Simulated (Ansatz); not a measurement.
HfBN:
```cif
data_BHfN
_chemical_formula_sum 'Hf1 B1 N1'
_space_group_name_H-M_alt 'P-6m2'
_space_group_IT_number 187
_space_group_name_Hall 'P -6 2'
_cell_length_a 2.72593
_cell_length_b 2.72593
_cell_length_c 4.89732
_cell_angle_alpha 90.000
_cell_angle_beta 90.000
_cell_angle_gamma 120.000
loop_
_atom_site_label
_atom_site_type_symbol
_atom_site_symmetry_multiplicity
_atom_site_Wyckoff_symbol
_atom_site_fract_x
_atom_site_fract_y
_atom_site_fract_z
_atom_site_occupancy
Hf1 Hf 1 a 0.00000 0.00000 0.00000 1
B1 B 1 d 0.33333 0.66667 0.50000 1
N1 N 1 f 0.66667 0.33333 0.50000 1
```

Relaxed with PBEsol.

Task: Which orbitals make up the states near the Fermi level in PBEsol in the plane-wave PAW code Ansatz?

Result: Within 0.5 eV of the Fermi level: Hf 5d 65 %, B 2p 11 %, N 2p 9 %, Hf 6s 8 %. Projections are on Löwdin-orthogonalised atomic valence shells; empty p or d shells of many metals are not among them.

Task: Tabulate the density of states.

Result: States/eV per cell of 3 atoms, in 0.25 eV bins, energy from the Fermi level.

```tsv
E (eV)	total	Hf 5d	N 2p	B 2p
-7.85	1.57	0.07	0.95	0.47
-7.60	1.20	0.06	0.73	0.34
-7.35	1.23	0.08	0.75	0.33
-7.10	1.17	0.10	0.71	0.29
-6.85	1.16	0.14	0.71	0.27
-6.60	1.23	0.18	0.75	0.25
-6.35	1.11	0.15	0.71	0.21
-6.10	1.01	0.13	0.68	0.17
-5.85	0.92	0.11	0.64	0.13
-5.60	0.63	0.07	0.46	0.08
-5.35	0.25	0.04	0.16	0.01
-5.10	0.13	0.03	0.06	0.00
-4.85	0.08	0.03	0.01	0.00
-4.60	0.11	0.04	0.01	0.00
-4.35	0.23	0.12	0.01	0.02
-4.10	0.44	0.28	0.02	0.04
-3.85	0.64	0.44	0.03	0.05
-3.60	0.74	0.52	0.03	0.05
-3.35	0.91	0.63	0.04	0.06
-3.10	0.98	0.66	0.05	0.09
-2.85	1.08	0.69	0.07	0.16
-2.60	0.97	0.60	0.07	0.17
-2.35	0.78	0.47	0.06	0.15
-2.10	0.49	0.31	0.05	0.06
-1.85	0.55	0.36	0.07	0.06
-1.60	0.95	0.57	0.19	0.12
-1.35	0.82	0.54	0.15	0.07
-1.10	0.93	0.66	0.14	0.06
-0.85	1.42	1.05	0.16	0.07
-0.60	1.23	0.88	0.12	0.08
-0.35	1.13	0.79	0.09	0.09
-0.10	1.51	1.00	0.10	0.14
0.15	2.26	1.46	0.19	0.26
0.40	1.86	1.12	0.19	0.23
0.65	1.60	1.00	0.12	0.14
0.90	0.90	0.55	0.06	0.08
1.15	0.69	0.43	0.03	0.07
1.40	1.14	0.78	0.08	0.09
1.65	1.32	0.95	0.12	0.08
1.90	1.52	1.11	0.19	0.08
2.15	2.05	1.39	0.25	0.14
2.40	1.91	1.22	0.26	0.15
2.65	1.81	1.19	0.24	0.12
2.90	1.29	0.82	0.15	0.11
3.15	1.35	0.85	0.14	0.15
3.40	1.40	0.83	0.10	0.20
3.65	1.40	0.85	0.07	0.23
3.90	1.36	0.78	0.06	0.26
4.15	1.48	0.75	0.06	0.37
4.40	2.85	1.46	0.13	0.69
4.65	2.38	1.16	0.12	0.65
```

The start of the workflow was typed in or built on a structure type; neither database checked (COD, Materials Project) lists it. Whether it is the stable phase at ambient conditions was not checked. The PBEsol relaxation kept the symmetry of its start. At this level the phase is dynamically unstable (imaginary phonons). No spin polarisation was allowed. The volume moved by 28 % from the start of the relaxation. Spin–orbit coupling is left out wherever it is not named.

Potentials: the earlier of the program's two PAW sets. The files were generated under PBE; for other functionals the program regenerates the frozen cores, and for LDA and PBEsol the local potential too.
